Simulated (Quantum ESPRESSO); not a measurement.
## Kohn-Sham bands of SnTe (rock salt)

```
CELL_PARAMETERS angstrom
      0.00000     3.18581     3.18581
      3.18581     0.00000     3.18581
      3.18581     3.18581     0.00000
ATOMIC_POSITIONS crystal
  Sn 0.00000 0.00000 0.00000
  Te 0.50000 0.50000 0.50000
```

Cell from Materials Project (mp-1883), symmetrised, no further relaxation. COD (Crystallography Open Database) has an entry of this formula and space group (matched by these alone). Method: PBEsol plane waves in Quantum ESPRESSO 7.5 (PseudoDojo norm-conserving files, 66 Ry, no spin polarisation, no spin-orbit coupling), Bloch states on a 8×8×8 mesh through Γ, Wannier90 4.0.1. Density: 8×8×8 mesh, cold smearing 0.01 Ry. Spin-orbit coupling is left out although heavy elements are present.

Energies are relative to the Fermi level; weights are on the orthonormalised atomic waves of the pseudopotential files, averaged over the group. 30 electrons a cell are treated as valence.

```csv
bands,from (eV),to (eV),filling,weight on atomic waves
1–5,-36.95,-36.94,filled,___
6–10,-21.82,-21.79,filled,___
11,-12.59,-11.04,filled,___
```

Question: Which atomic shells make up each group?

Answer: 
- 1–5, weight on atomic waves: Te 4d 100 %
- 6–10, weight on atomic waves: Sn 4d 100 %
- 11, weight on atomic waves: Te 5s 78 %, Sn 5p 14 %, Sn 5s 7 %

No gap over 0.05 eV opens at the Fermi level at this level of theory; semilocal functionals close the gap of some real semiconductors.
